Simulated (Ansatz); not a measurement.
The relaxed structure here is a generated cell of AlCu: the first start was made by placing the elements on the sites of a structure type, and the end was not matched to a known phase here, so it may be hypothetical.

A relaxed cell of AlCu (Pmmn (No. 59)), relaxed on a k-mesh at least as fine as the one used below. Computed with PBEsol (plane waves to 420 eV, PAW, scalar-relativistic; Ansatz, a quantum-chemistry and plane-wave program). Γ-centred k-mesh 12×8×4 on the run's cell (coarser than for final values), Fermi–Dirac smearing 0.05 eV.

```
CELL_PARAMETERS angstrom
      2.72037     0.00000     0.00000
      0.00000     4.41898     0.00000
      0.00000     0.00000     8.75319
ATOMIC_POSITIONS crystal
  Al 0.00000 0.00000 0.05270
  Al 0.00000 0.00000 0.55270
  Al 0.50000 0.50000 0.44730
  Al 0.50000 0.50000 0.94730
  Cu 0.00000 0.50000 0.19928
  Cu 0.00000 0.50000 0.69928
  Cu 0.50000 0.00000 0.30072
  Cu 0.50000 0.00000 0.80072
```

The atoms are displaced by (Å):

```tsv
atom	ux	uy	uz
Al1	0.083	-0.005	-0.131
Al2	0.008	0.164	0.083
Al3	0.011	-0.184	0.036
Al4	0.010	0.034	-0.113
Cu5	-0.046	-0.167	-0.053
Cu6	0.110	-0.029	0.026
Cu7	0.017	-0.158	-0.148
Cu8	-0.031	-0.047	0.059
```

Q: What forces (eV/Å) and pressure result?

A: 
```json
[
 {"atom": "Al1", "Fx": "-0.44", "Fy": "-0.13", "Fz": "0.94"},
 {"atom": "Al2", "Fx": "-0.04", "Fy": "-2.38", "Fz": "-0.38"},
 {"atom": "Al3", "Fx": "0.04", "Fy": "1.68", "Fz": "-1.14"},
 {"atom": "Al4", "Fx": "0.28", "Fy": "-0.53", "Fz": "1.11"},
 {"atom": "Cu5", "Fx": "0.14", "Fy": "0.47", "Fz": "0.12"},
 {"atom": "Cu6", "Fx": "-0.33", "Fy": "0.63", "Fz": "-0.29"},
 {"atom": "Cu7", "Fx": "0.04", "Fy": "0.00", "Fz": "0.58"},
 {"atom": "Cu8", "Fx": "0.31", "Fy": "0.25", "Fz": "-0.95"}
]
```

Pressure +3.1 GPa.

Q: Estimate the energy cost of the displacement in the harmonic approximation and compare with the calculation.

A: For a harmonic well ΔE = −½ Σ F·u = 0.694 eV a cell, or 87 meV/atom. The calculated energy relative to the undisplaced cell is +0.08 eV/atom, so the harmonic estimate holds well.

No spin polarisation in the result.

The run that gave the undisplaced cell could not lose the symmetry of its start; a randomly shaken copy of 8 atoms returns to this structure.
